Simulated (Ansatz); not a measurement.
Fixed-spin-moment curve of Ni

System: Ni, an experimental structure (space group Fm-3m); the cell holds 1 atom. Source: COD entry 9012979, which need not be the ambient phase.

```
CELL_PARAMETERS angstrom
0.00000 1.76715 1.76715
1.76715 0.00000 1.76715
1.76715 1.76715 0.00000
ATOMIC_POSITIONS crystal
Ni 0.00000 0.00000 0.00000
```

Atoms are numbered from 1 in the order listed.

Method: Ansatz, DFT, r2SCAN, PAW, plane waves, scalar-relativistic.

```json
{
  "Plane-wave cutoff": "500 eV",
  "k-point mesh": "11×11×11 (Γ-centred)",
  "Occupations": "Fermi–Dirac smearing, 0.05 eV",
  "Valence electrons": "18"
}
```

Moments by site are taken inside atomic spheres; the rest lies between them.

r2SCAN tends to overstate moments and magnetic energies in itinerant metals.

For a metal this mesh leaves errors of several meV/atom.

The total moment of the cell is held fixed (separate Fermi levels for the two spins), shared at the start among the Ni atoms with one sign; no search for lower states follows. F is the free energy per cell, and F(lowest) that of the lowest run, the runs with a free moment included. A row is the solution that its start led to, not a proven minimum at that M. The run at M = 0 starts without moments and gives the spin-unpolarised solution. The cell holds one magnetic atom, so only parallel order fits; orders in a larger cell may lie lower. The program warns that the SCF threshold is loose for stress, so pressures can be off by 0.1 GPa or more.

The run at M = 1.09 μB took 1.8 s on 2 threads of x86-64 server CPU, with other jobs on the host, peak memory 0.36 GiB.

```tsv
fixed M (μB/cell)	F − F(lowest) (meV/cell)	moments of Ni1 (μB)	pressure (GPa)
0.00	122	0.00	-11.9
0.27	96	0.31	-11.6
0.54	21	0.61	-10.8
0.82	0	0.89	-8.5
1.09	85	1.12	-5.5
1.36	301	1.35	-0.6
1.63	701	1.55	5.4
1.90	1300	1.75	12.2
2.18	2106	1.97	24.0
```

The lowest fixed-moment run is the one at M = 0.82 μB (0 meV). With the constraint released: “usual moment scaled by 0.1, free total moment [Ni1 0.20 μB]” ends at 0.80 μB, 0 meV; “usual moment, free total moment [Ni1 2.00 μB]” ends at 0.80 μB, 0 meV.
